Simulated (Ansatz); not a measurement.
Si2Mo:
```cif
data_Mo3Si6
_chemical_formula_sum 'Si6 Mo3'
_space_group_name_H-M_alt 'P6222'
_space_group_IT_number 180
_space_group_name_Hall 'P 62 2 (0 0 4)'
_cell_length_a 4.58421
_cell_length_b 4.58421
_cell_length_c 6.57628
_cell_angle_alpha 90.000
_cell_angle_beta 90.000
_cell_angle_gamma 120.000
loop_
_atom_site_label
_atom_site_type_symbol
_atom_site_symmetry_multiplicity
_atom_site_Wyckoff_symbol
_atom_site_fract_x
_atom_site_fract_y
_atom_site_fract_z
_atom_site_occupancy
Si1 Si 6 j 0.32771 0.16386 0.16667 1
Mo1 Mo 3 d 0.50000 0.00000 0.50000 1
```

Relaxed at zero pressure with r²SCAN in the plane-wave PAW code Ansatz.

The volume is raised by 6 % and shape and atoms relax at that volume. What pressure results, and how do the axes share the change?

-11.3 GPa; a 2.1 %, b 2.1 %, c 1.6 %; the energy rises by 30 meV/atom.

Give the new structure.


Space group P6₂22 (No. 180); a = b = 4.6816 Å, c = 6.6838 Å, α = β = 90.00°, γ = 120.00°

```csv
atom,site,symmetry,x,y,z
Si,6j,..2,0.3280,0.1640,0.1667
Mo,3d,222,0.5000,0.0000,0.5000
```

The phase is kept; no other phase was compared at this pressure.

Space group P6_222. The workflow started from a Materials Project entry (that database holds measured and hypothetical structures alike); the Crystallography Open Database copy checked does not list it. It is not the phase usual at ambient conditions (space group No. 139). Symmetry was held in the r²SCAN relaxation; its stability against distortions is not shown here. The run is not spin-polarised.

Potentials: the later of the program's two PAW sets.
